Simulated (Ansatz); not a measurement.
Property card for ReC

ReC:
```cif
data_CRe
_chemical_formula_sum 'Re1 C1'
_space_group_name_H-M_alt 'P 1'
_space_group_IT_number 1
_cell_length_a 2.69196
_cell_length_b 2.69196
_cell_length_c 2.69196
_cell_angle_alpha 90.000
_cell_angle_beta 90.000
_cell_angle_gamma 90.000
loop_
_space_group_symop_operation_xyz
  'x, y, z'
loop_
_atom_site_label
_atom_site_type_symbol
_atom_site_fract_x
_atom_site_fract_y
_atom_site_fract_z
_atom_site_occupancy
Re1 Re 0.00000 0.00000 0.00000 1
C1 C 0.50000 0.50000 0.50000 1
```

Space group Pm-3m (No. 221), CsCl type; conventional cell a = 2.692 Å, b = 2.692 Å, c = 2.692 Å, α = 90.00°, β = 90.00°, γ = 90.00°.

Method: DFT-PBE in the program Ansatz with PAW potentials. Geometry: relaxed at this level of theory. Other levels are named where they apply.

### Cell and energy

| Quantity | Value |
|---|---|
| Volume per atom | 9.75 Å³ |
| Density | 16.87 g/cm³ |
| Formation energy from the elements (no fitted shifts) | 1.08 eV/atom |

### Electronic structure

| Item | Value |
|---|---|
| Electronic character | metallic (no gap) |
| Density of states at the Fermi level | 0.53 states/eV per atom (mean over ±0.08 eV) |
| Gap with spin–orbit coupling | none (metallic) |

### Mechanics

| Item | Value |
|---|---|
| Bulk modulus (Birch–Murnaghan fit) | 396 GPa |
| Pressure derivative B′ | 4.5 |

A made-up cell: these elements were put on the sites of a structure type; neither database checked (COD, Materials Project) lists it. Its standing as an ambient phase is unchecked. Symmetry was held in the PBE relaxation; its stability against distortions is not shown here. No spin polarisation was allowed. The references are the lowest solids computed at this level, not always the standard phases. Scalar-relativistic: spin–orbit coupling is off unless named, which matters more the heavier the elements.

Potentials: the later of the program's two PAW sets.
